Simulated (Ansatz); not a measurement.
**Calculated ²⁵Mg NMR of the central transition for MgB2H8**

Cell: a Materials Project structure (computed, not necessarily an observed phase), atoms as given.

Space group F222 (No. 22); a = 10.1383, b = 11.1584, c = 11.7300 Å.

| site | Wyckoff | site symmetry | x | y | z |
| --- | --- | --- | --- | --- | --- |
| Mg1 | 4c | 222 | 0.2500 | 0.2500 | 0.2500 |
| Mg2 | 4a | 222 | 0.0000 | 0.0000 | 0.0000 |
| B | 16k | 1 | 0.3517 | 0.1124 | 0.3812 |
| H7 | 16k | 1 | 0.3848 | 0.1473 | 0.4753 |
| H11 | 16k | 1 | 0.4136 | 0.1714 | 0.3118 |
| H15 | 16k | 1 | 0.3756 | 0.5077 | 0.8616 |
| H19 | 16k | 1 | 0.7325 | 0.6237 | 0.3764 |

One atom of each set is listed; the run and its k-mesh use a cell of 22 atoms with edges of 8.09, 7.75, 7.54 Å.

All values are calculated (Ansatz; DFT, PBE, plane waves and PAW, scalar-relativistic, 420 eV cutoff, Γ-centred 5×5×5 k-points, Fermi–Dirac smearing 0.02 eV), not measured.

²⁵Mg has I = 5/2 and Q = 199.4 mb (Pyykkö 2018); at 7.05 T its Larmor frequency is ν₀ = 18.4 MHz. Only the quadrupole interaction is simulated: positions count from each site's isotropic chemical shift, and shift anisotropy, dipolar and J coupling are left out.

Task: What does the ²⁵Mg spectrum (static powder) show for each site?

Result: 

```tsv
site	first shell	C_Q (MHz)	η	P_Q (MHz)	δ_QIS (ppm)	breadth (kHz)
Mg1	8 H at 2.01–2.05 Å	2.54	0.28	2.57	-117	13.6
Mg2	8 H at 2.04–2.06 Å	-3.05	0.12	3.06	-166	17.5
```

δ_QIS = −(ν_Q²/30ν₀²)[I(I+1) − 3/4](1 + η²/3) × 10⁶ ppm with ν_Q = 3|C_Q|/[2I(2I−1)]; it falls as 1/B₀² in ppm, and the breadth as 1/B₀ in kHz.
